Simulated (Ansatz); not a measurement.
## Mg₂ZnO₃: symmetry broken, then relaxed

All numbers below come from DFT LDA, scalar-relativistic, plane waves, PAW in Ansatz. Cutoff 420 eV, Γ-centred 12×12×4 k-points, Gaussian smearing of 0.05 eV. No spin polarisation. Energies are free energies at this smearing, counted from the undisturbed cell; pressure is positive in compression.

Reference structure (relaxed at this level; it needn't be the usual structure):

```
Mg Zn O
1.0
     2.95880    0.00000    0.00000
    -1.47940    2.56239    0.00000
     0.00000    0.00000    7.21245
Mg Zn O
2 1 3
Direct
  0.33333 0.66667 0.66627
  0.66667 0.33333 0.33373
  0.00000 0.00000 0.00000
  0.33333 0.66667 0.17116
  0.66667 0.33333 0.82884
  0.00000 0.00000 0.50000
```

The atoms are displaced (Å, in the unstrained cell):

```tsv
atom	ux	uy	uz
Mg1	0.004	-0.015	-0.007
Mg2	0.004	-0.015	-0.007
Zn3	-0.018	0.074	0.034
O4	0.004	-0.015	-0.007
O5	0.004	-0.015	-0.007
O6	0.004	-0.015	-0.007
```

Cell and atoms are then relaxed.

Question: Does the relaxation return to the undisturbed structure?

Answer: Yes (up to a choice of domain or origin): same space group and volume, and an energy 0.0 meV/atom from it. The disturbance itself cost 4.7 meV/atom. The final space group reads P-3m1 (tolerance 0.05 Å) and the volume changes by 0.00 %.

Final structure:

```
CELL_PARAMETERS angstrom
2.95886 -0.00001 0.00000
-1.47944 2.56245 -0.00001
0.00000 -0.00003 7.21209
ATOMIC_POSITIONS crystal
Mg 0.33334 0.66667 0.66623
Mg 0.66666 0.33332 0.33377
Zn 0.00000 0.00002 0.00000
O 0.33333 0.66666 0.17118
O 0.66668 0.33335 0.82882
O 0.00000 0.99999 0.50000
```

The relaxation, step by step (energy from the first step; small jumps at an unchanged geometry come where the plane waves are selected anew for the new cell):

| step | ΔE (meV/atom) | largest force component (eV/Å) | pressure (GPa) |
| --- | --- | --- | --- |
| 1 | 0.0 | 0.673 | 0.33 |
| 2 | -2.2 | 0.317 | 0.20 |
| 3 | -4.7 | 0.028 | 0.17 |
| 4 | -4.6 | 0.079 | -0.33 |
| 5 | -4.7 | 0.002 | 0.00 |
| 6 | -4.7 | 0.002 | 0.00 |

Frames along the relaxation (Å, eV/Å):

```xyz
6
Lattice="2.959 0.000 0.000 -1.479 2.562 0.000 0.000 0.000 7.212" Properties=species:S:1:pos:R:3:forces:R:3 pbc="T T T" step=1
Mg    0.004    1.693    4.799   -0.004    0.025    0.217
Mg    1.483    0.839    2.400   -0.008    0.025    0.230
Zn   -0.018    0.074    0.034    0.071   -0.326   -0.673
O     0.004    1.693    1.228   -0.021    0.205    0.242
O     1.483    0.839    5.971   -0.036    0.069    0.132
O     0.004   -0.015    3.599   -0.001    0.003   -0.148
6
Lattice="2.959 0.000 0.000 -1.480 2.563 0.000 0.001 -0.001 7.212" Properties=species:S:1:pos:R:3:forces:R:3 pbc="T T T" step=2
Mg    0.003    1.696    4.805   -0.003    0.018    0.064
Mg    1.483    0.841    2.407   -0.006    0.018    0.071
Zn   -0.016    0.066    0.017    0.064   -0.282   -0.317
O     0.004    1.694    1.228   -0.020    0.167    0.155
O     1.483    0.840    5.971   -0.035    0.078    0.087
O     0.003   -0.013    3.602    0.000    0.000   -0.059
6
Lattice="2.958 0.000 0.000 -1.479 2.563 0.000 0.000 -0.001 7.208" Properties=species:S:1:pos:R:3:forces:R:3 pbc="T T T" step=3
Mg    0.000    1.708    4.802    0.000    0.000    0.008
Mg    1.479    0.853    2.406    0.000    0.001   -0.009
Zn    0.000    0.002    0.000    0.002   -0.006   -0.006
O     0.000    1.708    1.232    0.000    0.001    0.028
O     1.479    0.854    5.975   -0.001    0.000   -0.023
O     0.000   -0.001    3.604   -0.001    0.004    0.001
6
Lattice="2.959 0.000 0.000 -1.480 2.563 0.000 0.000 0.000 7.221" Properties=species:S:1:pos:R:3:forces:R:3 pbc="T T T" step=4
Mg    0.000    1.709    4.811    0.000    0.000   -0.031
Mg    1.480    0.854    2.410    0.000    0.000    0.032
Zn    0.000    0.000    0.000    0.000   -0.001   -0.001
O     0.000    1.709    1.240    0.000    0.000   -0.076
O     1.480    0.854    5.980    0.000    0.000    0.079
O     0.000    0.000    3.611    0.000    0.001   -0.003
6
Lattice="2.959 0.000 0.000 -1.479 2.562 0.000 0.000 0.000 7.212" Properties=species:S:1:pos:R:3:forces:R:3 pbc="T T T" step=5
Mg    0.000    1.708    4.805    0.000    0.000    0.002
Mg    1.479    0.854    2.407    0.000    0.000   -0.002
Zn    0.000    0.000    0.000    0.000    0.000    0.000
O     0.000    1.708    1.235    0.000    0.000    0.001
O     1.479    0.854    5.978    0.000    0.000    0.000
O     0.000    0.000    3.606    0.000    0.000    0.000
6
Lattice="2.959 0.000 0.000 -1.479 2.562 0.000 0.000 0.000 7.212" Properties=species:S:1:pos:R:3:forces:R:3 pbc="T T T" step=6
Mg    0.000    1.708    4.805    0.000    0.000    0.002
Mg    1.479    0.854    2.407    0.000    0.000   -0.002
Zn    0.000    0.000    0.000    0.000    0.000    0.000
O     0.000    1.708    1.235    0.000    0.000    0.001
O     1.479    0.854    5.978    0.000    0.000    0.000
O     0.000    0.000    3.606    0.000    0.000    0.000
```

Cost: 3 runs of about 5.8 core-minutes in all, on Arm Neoverse V1 (shared hosts).